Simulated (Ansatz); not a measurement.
A scan (energy against volume; even scaling of the relaxed cell, symmetry kept) gave these values. These are PBE (plane waves to 420 eV, PAW, scalar-relativistic; Ansatz, a first-principles code) values and carry that method's errors.

The bulk modulus at fixed cell shape B₀ (third-order Birch-Murnaghan fit) is 312 GPa. The pressure derivative B₀′ (fit) is 4.9 and the equilibrium volume of the fit is 13.77 Å³/atom.

Task: Of these crystals, all scanned alike, which one is it?
A) Ga₂O₃ (beta-Ga2O3 type, space group C2/m)
B) SiC (6H type, space group P6_3mc)
C) Te (trigonal-Te type, space group P3_121)
D) Ru (hcp, Mg type)

Result: D, Ru (hcp, Mg type). The others have, for the bulk modulus at fixed cell shape: SiC 213 GPa, Te 23.2 GPa, Ga2O3 157 GPa

All were relaxed with their symmetry unable to fall. Ru is run without spin polarisation. Spin-orbit coupling is left out. The PAW data are Ansatz's earlier set. With the shape held, the modulus is that of even scaling; a crystal free to change shape is softer.

(Under strain, the slope of the energy per volume gives the stress and its curvature an elastic modulus.)
